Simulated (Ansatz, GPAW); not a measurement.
# One calculation of Ba2Tl5V3O12, 3 ways

```
Ba V Tl O
1.0
     4.23698    2.44622    6.12840
    -4.23698    2.44622    6.12840
     0.00000   -4.89244    6.12840
Ba V Tl O
2 3 5 12
Direct
  0.50000 0.50000 0.50000
  0.00000 0.00000 0.00000
  0.50000 0.50000 0.00000
  0.00000 0.50000 0.50000
  0.50000 0.00000 0.50000
  0.00000 0.00000 0.50000
  0.50000 0.00000 0.00000
  0.00000 0.50000 0.00000
  0.74045 0.74045 0.74045
  0.25955 0.25955 0.25955
  0.71652 0.08089 0.41242
  0.41242 0.71652 0.08089
  0.08089 0.41242 0.71652
  0.58757 0.91911 0.28348
  0.91911 0.28348 0.58757
  0.28348 0.58757 0.91911
  0.28348 0.91911 0.58757
  0.58757 0.28348 0.91911
  0.91911 0.58757 0.28348
  0.41242 0.08089 0.71652
  0.08089 0.71652 0.41242
  0.71652 0.41242 0.08089
```

The cell comes from a database or a generator and needn't be the stable form of this composition.

Alike in all runs: task single point; functional PBE; k mesh 4 × 4 × 4; occupations fermi-dirac, width 0.05 eV; collinear spin, ferromagnetic start; no spin-orbit coupling. Pressure is positive in compression and, in plane waves, holds the error of the finite cutoff, which Ansatz's Pulay term estimates and takes out.

| program and potentials | plane-wave cutoff (eV) | notes | pressure (GPa) | net moment per atom (μB) |
| --- | --- | --- | --- | --- |
| Ansatz, Ansatz PAW | 420 | Pulay term of +0.40 GPa included | -0.01 | 0.05 |
| Ansatz, all-electron LAPW, scalar-relativistic | - | - | ? | ? |
| GPAW, GPAW PAW data sets (gpaw-data 1.2.1) | 800 | - | 0.39 | 0.05 |

Q: Estimate from the other rows what the run with Ansatz, all-electron LAPW, scalar-relativistic gave.

A: Pressure 0.00 GPa; net moment per atom 0.05 μB. The other rows, which needn't bracket it: pressure -0.01 to 0.39; net moment per atom 0.05.
